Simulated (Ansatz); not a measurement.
Given:

KCd₄P₃:
```
CELL_PARAMETERS angstrom
      2.16304     1.24883    11.72388
     -2.16304     1.24883    11.72388
      0.00000    -2.49767    11.72388
ATOMIC_POSITIONS crystal
  K  0.50000 0.50000 0.50000
  Cd 0.08984 0.08984 0.08984
  Cd 0.91016 0.91016 0.91016
  Cd 0.30197 0.30197 0.30197
  Cd 0.69803 0.69803 0.69803
  P  0.22910 0.22910 0.22910
  P  0.77090 0.77090 0.77090
  P  0.00000 0.00000 0.00000
```

This is the PBEsol-relaxed structure.

Q: All from DFT-PBEsol in the program Ansatz with PAW potentials, unless another level is named. Predict the electronic character.

A: no gap, with almost no states at the Fermi level (zero-gap or semimetallic).

Q: Next, the HSE06 gap on the PBEsol cell?

A: 0.61 eV (a hybrid on a coarse mesh can open a false gap in a semimetal).

Q: Predict the formation energy from the elements (no fitted shifts).

A: -18 kJ/mol of atoms.

Q: Next, the gap with spin–orbit coupling?

A: none (metallic).

Space group R-3m. The workflow started from an entry of the Crystallography Open Database (COD, 200 K). Whether it is the stable phase at ambient conditions was not checked. The PBEsol relaxation kept the symmetry of its start; its stability against distortions is not shown here. The references are the lowest solids computed at this level, not always the standard phases. Scalar-relativistic: spin–orbit coupling is off unless named, which matters more the heavier the elements.

Potentials: the later of the program's two PAW sets.
